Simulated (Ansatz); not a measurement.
Ir:
Space group Fm-3m (No. 225); a = b = c = 3.811 Å, α = β = γ = 90.00°

| atom | site | symmetry | x | y | z |
|---|---|---|---|---|---|
| Ir | 4a | m-3m | 0.0000 | 0.0000 | 0.0000 |
(The calculation used a cell of 1 atom; values per cell refer to that cell.)

Relaxed with LDA.

Problem. Which orbitals make up the states near the Fermi level in plane-wave PAW LDA (Ansatz code)?

Solution. Within 0.5 eV of the Fermi level: Ir 5d 95 %. Projections are on Löwdin-orthogonalised atomic valence shells; empty p or d shells of many metals are not among them.

Problem. Tabulate the density of states.

Solution. States/eV per cell of 1 atom, in 0.25 eV bins, energy from the Fermi level.

```
E (eV)  total  Ir 5d  Ir 6s
------  -----  -----  -----
-7.85    0.71   0.46   0.24
-7.60    0.93   0.65   0.27
-7.35    1.16   0.90   0.24
-7.10    1.24   1.04   0.19
-6.85    1.15   1.00   0.14
-6.60    1.08   0.96   0.10
-6.35    1.03   0.95   0.07
-6.10    0.78   0.73   0.03
-5.85    0.77   0.74   0.02
-5.60    1.14   1.07   0.03
-5.35    1.04   0.98   0.03
-5.10    1.07   1.01   0.04
-4.85    1.13   1.05   0.05
-4.60    1.21   1.11   0.07
-4.35    1.27   1.16   0.08
-4.10    1.43   1.28   0.10
-3.85    1.63   1.48   0.09
-3.60    1.84   1.70   0.08
-3.35    1.32   1.21   0.07
-3.10    1.03   0.92   0.06
-2.85    0.96   0.86   0.05
-2.60    0.87   0.78   0.04
-2.35    0.86   0.78   0.04
-2.10    1.05   0.97   0.04
-1.85    1.24   1.15   0.04
-1.60    1.13   1.05   0.04
-1.35    0.89   0.82   0.03
-1.10    0.91   0.85   0.03
-0.85    0.85   0.80   0.03
-0.60    0.81   0.76   0.03
-0.35    0.82   0.77   0.03
-0.10    0.85   0.80   0.03
0.15     0.91   0.86   0.03
0.40     1.07   1.02   0.03
0.65     1.45   1.39   0.04
0.90     1.44   1.39   0.03
1.15     0.97   0.92   0.04
1.40     0.68   0.61   0.05
1.65     0.29   0.21   0.05
1.90     0.26   0.17   0.06
2.15     0.26   0.16   0.07
2.40     0.26   0.15   0.07
2.65     0.26   0.13   0.08
2.90     0.27   0.12   0.08
3.15     0.27   0.11   0.09
3.40     0.27   0.10   0.09
3.65     0.27   0.09   0.10
3.90     0.27   0.08   0.10
4.15     0.27   0.08   0.10
4.40     0.26   0.07   0.10
4.65     0.26   0.06   0.10
```

Symmetry was held in the LDA relaxation. The run is not spin-polarised. Spin–orbit coupling is left out wherever it is not named.

Potentials: the earlier of the program's two PAW sets. The files were generated under PBE; for other functionals the program regenerates the frozen cores, and for LDA and PBEsol the local potential too.
